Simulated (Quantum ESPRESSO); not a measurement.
pw.x input (Quantum ESPRESSO 7.5; PBEsol, PseudoDojo standard norm-conserving files, fully relativistic):

```
&CONTROL
  calculation = 'scf'
  pseudo_dir = './pseudo'
  outdir = './out'
  tprnfor = .true.
  tstress = .true.
/
&SYSTEM
  ibrav = 0
  nat = 5
  ntyp = 3
  ecutwfc = 84.0
  ecutrho = 336.0
  occupations = 'smearing'
  smearing = 'fd'
  degauss = 0.002
  nbnd = 60
  noncolin = .true.
  lspinorb = .true.
/
&ELECTRONS
  conv_thr = 5e-10
/
ATOMIC_SPECIES
F 18.9984 F.upf
Rb 85.4678 Rb.upf
Hg 200.5920 Hg.upf
CELL_PARAMETERS angstrom
  4.549220000000   0.000000000000   0.000000000000
  0.000000000000   4.549220000000   0.000000000000
  0.000000000000   0.000000000000   4.549220000000
ATOMIC_POSITIONS crystal
F   0.500000000000   0.000000000000   0.500000000000
F   0.000000000000   0.500000000000   0.500000000000
F   0.500000000000   0.500000000000   0.000000000000
Rb   0.000000000000   0.000000000000   0.000000000000
Hg   0.500000000000   0.500000000000   0.500000000000
K_POINTS automatic
6 6 6 0 0 0
```

End of the output:

```

[...]
     the Fermi energy is     5.1914 ev
!    total energy              =    -535.22735571 Ry
     estimated scf accuracy    <          3.2E-10 Ry
     smearing contrib. (-TS)   =      -0.00000177 Ry
     internal energy E=F+TS    =    -535.22735394 Ry
     The total energy is F=E-TS. E is the sum of the following terms:
     one-electron contribution =    -313.59959817 Ry
     hartree contribution      =     175.68895856 Ry
     xc contribution           =    -101.55976732 Ry
     ewald contribution        =    -295.75694702 Ry
     convergence has been achieved in  10 iterations
     Forces acting on atoms (cartesian axes, Ry/au):
     atom    1 type  1   force =     0.00000000    0.00000000    0.00000000
     atom    2 type  1   force =     0.00000000    0.00000000    0.00000000
     atom    3 type  1   force =     0.00000000    0.00000000    0.00000000
     atom    4 type  2   force =     0.00000000    0.00000000    0.00000000
     atom    5 type  3   force =     0.00000000    0.00000000    0.00000000
     Total force =     0.000000     Total SCF correction =     0.000000
     Computing stress (Cartesian axis) and pressure
          total   stress  (Ry/bohr**3)                   (kbar)     P=       -7.98
  -0.00005427   0.00000000   0.00000000           -7.98        0.00        0.00
   0.00000000  -0.00005427   0.00000000            0.00       -7.98        0.00
   0.00000000   0.00000000  -0.00005427            0.00        0.00       -7.98
```
In a gapped system the printed Fermi energy is only some level inside the gap.

Geometry of the Materials Project entry, not relaxed at this level.
